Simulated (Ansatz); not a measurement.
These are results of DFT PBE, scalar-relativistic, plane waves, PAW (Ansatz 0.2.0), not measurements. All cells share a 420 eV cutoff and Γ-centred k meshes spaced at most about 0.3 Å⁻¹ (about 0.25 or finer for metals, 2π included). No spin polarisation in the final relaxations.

All energies are static (0 K, no zero-point motion). All come from trial cells, and lower structures may exist.

Question: Order these relaxed structures of P2C by energy, lowest first, with the energy over the lowest of them.
1. Space group P6_3/mmc (No. 194), hexagonal, a = 2.805 Å, c = 10.797 Å. P is surrounded by 3 C at 2.06 Å; C is surrounded by 6 P at 2.06 Å.
2. Space group R-3m (No. 166), trigonal, a = 2.977 Å, c = 12.913 Å. Around P lie 3 C at 2.12 Å and 3 P at 2.51 Å; C has 6 P at 2.12 Å.
3. Space group P-3m1 (No. 164), trigonal, a = 3.109 Å, c = 3.925 Å. Around P lie 3 C at 2.17 Å and 3 P at 2.33 Å; C is surrounded by 6 P at 2.17 Å.

Answer: 3 (0 meV/atom), 2 (123 meV/atom), 1 (163 meV/atom). Forms: 3 anti-cadmium iodide type, P-3m1; 2 anti-cadmium chloride type, R-3m; 1 P6_3/mmc. Counting C atoms around P (those within 1.25 times the shortest such distance or 1.15 times the sum of covalent radii; the shortest distance is added where it exceeds 1.18 times the sum of covalent radii): cell 3 has P 3 from 2.2 Å; cell 2 has P 3; cell 1 has P 3. Cell 3 holds P–P nets (shortest 2.33 Å) (bonds between like non-metal atoms; other contacts aren't counted). Even the lowest lies +1.06 eV/atom against the elements.

No dispersion correction is applied, so the spacing and binding between layers, chains or molecules are poorly described (P6_3/mmc), and this can change margins and order among such cells. A magnetic state wasn't ruled out in cells without spin, among them R-3m. Cells relaxed within their symmetry can be saddle points. Some candidate types were left out of the draw beforehand, so a known form may be missing.
